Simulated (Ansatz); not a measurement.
A plane-wave DFT run in Ansatz 0.2.0 (scalar-relativistic PAW potentials unless the input names others): input and command.

```yaml
crystal:
  lattice:
    - [3.7656255, 0.0, 0.0]
    - [0.0, 3.7656255, 0.0]
    - [0.0, 0.0, 3.7656255]
  atoms:
    - { symbol: Ti, position: [0.0, 0.0, 0.0] }
    - { symbol: Rh, position: [0.0, 0.5, 0.5] }
    - { symbol: Rh, position: [0.5, 0.0, 0.5] }
    - { symbol: Rh, position: [0.5, 0.5, 0.0] }
basis:
  ecutwfc: 420
kpoints:
  mp_grid: { grid: [12, 12, 12] }
hamiltonian:
  xc: pbesol
scf:
  occupations: { method: gaussian, width: 0.2 }
  initial_density: { chi_scale: 0.1 }
output:
  forces: true
  eigenvalues: true
  stress: true
```

```bash
ansatz run input.yaml --threads 1 --pin off --max-ram 1331MiB --backend cpu --events-out ev --progress --plain --runs-dir out
```

Abridged log:
```
Pseudopotentials: kind: paw
Pseudopotential: Ti, paw, valence charge 12, recommended cutoff 420 eV (normal)
Pseudopotential: Rh, paw, valence charge 17, recommended cutoff 420 eV (normal)
Functional definition: PBEsol
Crystal: 4 atoms, lattice volume = 53.396 Å³
Basis set: ecut = 420 eV, 1021 PW (Γ), exchange–correlation on 54×54×54 points (8 copies of the dense FFT grid, shifted against one another)
Bands: 38, of which v1, the nominal top of the filled ones, is band 32 counted from 1 (31 counted from 0)
Symmetry: 48 space group operations
Space group: Pm-3m (ITA 221), of the structure as read, at distance tolerance 3.8e-5 Å
k-points: 84 of 1728
Initial density: superposition of atomic densities (chi_scale 0.1, normalization cell, long waves kept (reshape's long-wave potential 0.00 eV rms))
Initial wavefunctions: pseudopotential atomic-orbital guess
Functional: x = pbesol(κ = 0.804, μ = 0.12345679), c = pbesol(β = 0.046)
SCF iter   1: F=—  HF=-21503.162179 eV  |F-HF|=—  |Δ(HF+E_count)|=         —  Δρ=3.97e-1  dr2=1.48e2  ethr=3.10e-3  ⟨swp⟩=4.7  Hψ=9808  notcnv=0
SCF iter   2: F=—  HF=-21494.904122 eV  |F-HF|=—  |Δ(HF+E_count)|=    8.26e0  Δρ=1.66e-1  dr2=2.77e1  ethr=3.10e-3  ⟨swp⟩=2.0  Hψ=6612  notcnv=0  defer=41
SCF iter   3: F=—  HF=-21492.886879 eV  |F-HF|=—  |Δ(HF+E_count)|=    2.02e0  Δρ=4.24e-2  dr2=1.73e0  ethr=3.10e-3  ⟨swp⟩=2.5  Hψ=5322  notcnv=0  defer=39
SCF iter   4: F=—  HF=-21492.713748 eV  |F-HF|=—  |Δ(HF+E_count)|=   1.73e-1  Δρ=8.96e-3  dr2=9.87e-2  ethr=2.75e-3  ⟨swp⟩=2.0  Hψ=4227  notcnv=0  defer=82
SCF iter   5: F=—  HF=-21492.701820 eV  |F-HF|=—  |Δ(HF+E_count)|=   1.19e-2  Δρ=4.15e-3  dr2=1.95e-2  ethr=1.57e-4  ⟨swp⟩=1.7  Hψ=3284  notcnv=0  defer=81
SCF iter   6: F=—  HF=-21492.699958 eV  |F-HF|=—  |Δ(HF+E_count)|=   1.86e-3  Δρ=1.28e-3  dr2=1.50e-3  ethr=3.10e-5  ⟨swp⟩=1.7  Hψ=3267  notcnv=0  defer=81
SCF iter   7: F=—  HF=-21492.699808 eV  |F-HF|=—  |Δ(HF+E_count)|=   1.51e-4  Δρ=3.54e-4  dr2=8.67e-5  ethr=2.38e-6  ⟨swp⟩=1.7  Hψ=3280  notcnv=0  defer=81
SCF iter   8: F=—  HF=-21492.699734 eV  |F-HF|=—  |Δ(HF+E_count)|=   7.39e-5  Δρ=7.05e-5  dr2=3.30e-6  ethr=1.38e-7  ⟨swp⟩=2.2  Hψ=4619  notcnv=0  defer=81
SCF iter   9: F=—  HF=-21492.699734 eV  |F-HF|=—  |Δ(HF+E_count)|=   2.57e-7  Δρ=1.91e-5  dr2=2.27e-7  ethr=5.24e-9  ⟨swp⟩=1.8  Hψ=3355  notcnv=0  defer=81
SCF iter  10: F=-21492.699734 eV  HF=-21492.699734 eV  |F-HF|=4.66e-10  |Δ(HF+E_count)|=   3.16e-8  Δρ=1.46e-6  dr2=1.02e-9  ethr=1.59e-10  ⟨swp⟩=8.1  Hψ=11723  notcnv=0
SCF 1 converged in 10 iterations: F = -21492.699734 eV  dr2 = 1.02e-9
SCF converged after 10 iterations
Free energy (F): -21492.699734 eV
Harris-Foulkes:  -21492.699734 eV  (|F-HF|=4.66e-10)
Internal energy: -21492.629705 eV  (E = F + TS)
E sigma→0 (E₀):  -21492.664719 eV
Entropy (-TS):   -0.070029 eV (-17.507 meV/atom)
Fermi energy:    21.566055 eV
--- Forces (eV/Å), atoms counted from 1 ---
  atom   1  Ti     0.00000000     0.00000000     0.00000000
  atom   2  Rh     0.00000000     0.00000000     0.00000000
  atom   3  Rh     0.00000000     0.00000000     0.00000000
  atom   4  Rh     0.00000000     0.00000000     0.00000000
--- Stress (GPa, compression-positive) ---
        7.607052       0.000000       0.000000
        0.000000       7.607052       0.000000
        0.000000       0.000000       7.607052
  P = ⅓ Tr σ = 7.6071 GPa (76.071 kbar)
```

Apart from outputs and empty bands, the input differs from a reference run on usual settings in scf.initial_density.chi_scale: not typed → 0.1; scf.occupations.width: 0.1 → 0.2. The reference, at the same geometry (not necessarily relaxed), gave pressure 7.48 GPa, largest force 0.000 eV/Å, no gap on the mesh. This run converged in 10 SCF iterations (reference: 6) with an energy at zero smearing 0.15 meV/atom above the reference's, pressure 7.61 GPa, largest force 0.000 eV/Å, no gap on the mesh. Its smearing width is looser than usual, yet energy, pressure and forces hardly moved.